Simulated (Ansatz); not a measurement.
MoRu3:
```
MoRu3
1.0
    3.82818     0.00000     0.00000
    0.00000     3.82818     0.00000
    0.00000     0.00000     3.82818
Ru Mo
3 1
Direct
  0.00000   0.50000   0.50000
  0.50000   0.50000   0.00000
  0.50000   0.00000   0.50000
  0.00000   0.00000   0.00000
```

Relaxed with r²SCAN. Special points in fractions of this cell's reciprocal vectors: Γ (0.000, 0.000, 0.000); X (0.000, 0.500, 0.000); M (0.500, 0.500, 0.000); R (0.500, 0.500, 0.500).

Question: List the band energies nearest the Fermi level at these points for r²SCAN (plane waves, PAW; program Ansatz).

Answer: In eV from the Fermi level; about four levels below and three above (degenerate sets whole), none deeper than 8.9 eV; points with the same levels are listed once.

| k | below | above |
|---|---|---|
| Γ | -5.82 -5.82 -5.82 -2.25 -2.25 -2.25 | 0.28 0.28 1.83 |
| X | -0.99 -0.61 -0.61 -0.45 | 0.27 0.27 0.82 |
| M | -1.16 -1.16 -0.29 -0.11 | 0.37 0.82 0.82 |
| R | -2.36 -2.36 -2.36 -2.10 -2.10 | 1.10 1.30 1.30 1.30 |

Space group Pm-3m (Cu3Au type). The cell is a constructed one: a structure type filled with these elements; neither database checked (COD, Materials Project) lists it. Whether it is the stable phase at ambient conditions was not checked. Symmetry was held in the r²SCAN relaxation; whether a distortion lowers the energy is not shown. No spin polarisation was allowed. Scalar-relativistic: spin–orbit coupling is off unless named, which matters more the heavier the elements.

Potentials: the earlier of the program's two PAW sets.
